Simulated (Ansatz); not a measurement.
Start of a relaxation of In₅Sb:

```
CELL_PARAMETERS angstrom
0.00000 4.21592 4.21592
4.21592 0.00000 4.21592
4.21592 4.21592 0.00000
ATOMIC_POSITIONS crystal
In 0.37522 0.87435 0.37522
In 0.37522 0.37522 0.37522
In 0.75000 0.75000 0.75000
In 0.87435 0.37522 0.37522
In 0.37522 0.37522 0.87435
Sb 0.00000 0.00000 0.00000
```

All numbers below come from Ansatz, DFT PBE, scalar-relativistic, plane waves, PAW. Cutoff 420 eV, Gaussian smearing, Γ-centred meshes. Cell and atoms relax first on a coarse mesh and then on a finer one. In between, the cell is made exact in the group found at 0.06 Å. In metals the finer mesh still leaves noise of several meV/atom or more. The steps can't lower the symmetry of their start. No spin polarisation.

A guess keeps its type if space group and coordination stay and the shape of the cell changes little (axis ratios within about 15 %, angles within 6°); the volume may change.

Task: Does it keep its structure type, or change into something else?

Result: It keeps its type. The symmetry stays F-43m (No. 216). The volume per atom grows by 16.6 %, from 25.0 to 29.1 Å³. The shortest distance goes from 2.98 Å (In–In) to 3.13 Å (In–In). Counting neighbours within 15 % of an atom's shortest distance, the start has In 6/16, Sb 16 and the end In 6/16, Sb 16.

The zero of energy is the elements' standard structures at the same level; no fitted shifts are applied.

Task: At what energy does it end?

Result: +0.14 eV/atom. A positive value: parting into the elements would lower its energy.

The last run used an 8×8×8 mesh for its 6-atom cell and Gaussian smearing of 0.10 eV. These runs have no spin–orbit coupling, which can matter for Sb. A structure relaxed within its symmetry needn't be a true minimum. Another cell of In5Sb relaxed alike, in P-62m, lies 121 meV/atom lower, so this cell isn't the stable form at this level.

In counts of neighbours, a slash parts the counts of unlike sites.
